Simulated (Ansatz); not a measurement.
## Relaxing a structure of Co

The start is a generated trial cell of Co in the AFLOW prototype A_oC8_64_f (A11, as in Ga). A full variable-cell relaxation at zero pressure is run with r2SCAN (plane waves to 500 eV, PAW, scalar-relativistic; Ansatz, an electronic-structure program). The first steps use a coarse 10×10×9 k-mesh.

Starting cell:
```yaml
crystal:
  lattice:
    - [1.87157, -3.17004, 0.00000]
    - [1.87157, 3.17004, 0.00000]
    - [0.00000, 0.00000, 3.74397]
  atoms:
    - { symbol: Co, position: [0.34510, 0.65490, 0.58100] }
    - { symbol: Co, position: [0.65490, 0.34510, 0.41900] }
    - { symbol: Co, position: [0.84510, 0.15490, 0.91900] }
    - { symbol: Co, position: [0.15490, 0.84510, 0.08100] }
```
Spin-polarised start, with parallel moments on Co.

Question: What pressure does the first self-consistent step give?

Answer: +34.8 GPa (positive: the cell is compressed).

Question: Which atoms feel the largest initial force, and how large is it?

Answer: 0.36 eV/Å, on Co1, Co2, Co3, Co4 (atoms numbered as listed).

Question: Does the structure survive the relaxation? Give the final space group.

Answer: The space group goes from Cmce (No. 64) to Fmmm (No. 69), with 2 atoms in the primitive magnetic cell.

Question: How much energy is released per atom?

Answer: 0.58 eV/atom.

Question: How does the volume per atom move from start to end?

Answer: +3.0 %, from 11.11 to 11.44 Å³/atom.

Question: How do the shortest distances between atoms change?

Answer: The closest pairs of elements (up to four, under 3.6 Å), start → end: Co–Co 2.06 → 2.35 Å.

Question: Is the relaxed structure metallic? Give its gap.

Answer: No gap (metallic).

Question: What magnetic moments remain?

Answer: Net 1.87 μB/atom, ferromagnetic.

Question: Give the final cell and atomic positions.

Answer: 
```cif
data_Co8
_chemical_formula_sum 'Co8'
_space_group_name_H-M_alt 'Fmmm'
_space_group_IT_number 69
_space_group_name_Hall '-F 2 2'
_cell_length_a 2.60249
_cell_length_b 4.03301
_cell_length_c 8.71984
_cell_angle_alpha 90.000
_cell_angle_beta 90.000
_cell_angle_gamma 90.000
loop_
_space_group_symop_operation_xyz
  'x, y, z'
  '-x, -y, -z'
  '-x, -y, z'
  'x, y, -z'
  'x, -y, -z'
  '-x, y, z'
  '-x, y, -z'
  'x, -y, z'
  'x, y+1/2, z+1/2'
  '-x, -y+1/2, -z+1/2'
  '-x, -y+1/2, z+1/2'
  'x, y+1/2, -z+1/2'
  'x, -y+1/2, -z+1/2'
  '-x, y+1/2, z+1/2'
  '-x, y+1/2, -z+1/2'
  'x, -y+1/2, z+1/2'
  'x+1/2, y, z+1/2'
  '-x+1/2, -y, -z+1/2'
  '-x+1/2, -y, z+1/2'
  'x+1/2, y, -z+1/2'
  'x+1/2, -y, -z+1/2'
  '-x+1/2, y, z+1/2'
  '-x+1/2, y, -z+1/2'
  'x+1/2, -y, z+1/2'
  'x+1/2, y+1/2, z'
  '-x+1/2, -y+1/2, -z'
  '-x+1/2, -y+1/2, z'
  'x+1/2, y+1/2, -z'
  'x+1/2, -y+1/2, -z'
  '-x+1/2, y+1/2, z'
  '-x+1/2, y+1/2, -z'
  'x+1/2, -y+1/2, z'
loop_
_atom_site_label
_atom_site_type_symbol
_atom_site_symmetry_multiplicity
_atom_site_Wyckoff_symbol
_atom_site_fract_x
_atom_site_fract_y
_atom_site_fract_z
_atom_site_occupancy
Co1 Co 8 i 0.00000 0.00000 0.13461 1
```
(The calculation used a cell of 2 atoms; values per cell refer to that cell.)

Final values are on a 19×19×19 k-mesh of the relaxed cell. Spin state reached: ferromagnetic (net 1.87 μB/atom), from parallel starting moments; other spin orders were not run from this start. r2SCAN tends to overstate moments in metals.

The run could not lose the symmetry of its start: the end is stationary, and may be a saddle point rather than a minimum.

The relaxed structure here is a generated cell of Co: the first start was made by placing the elements on the sites of a structure type, and the end was not matched to a known phase here, so it may be hypothetical. Known forms of Co include space group No. 194.
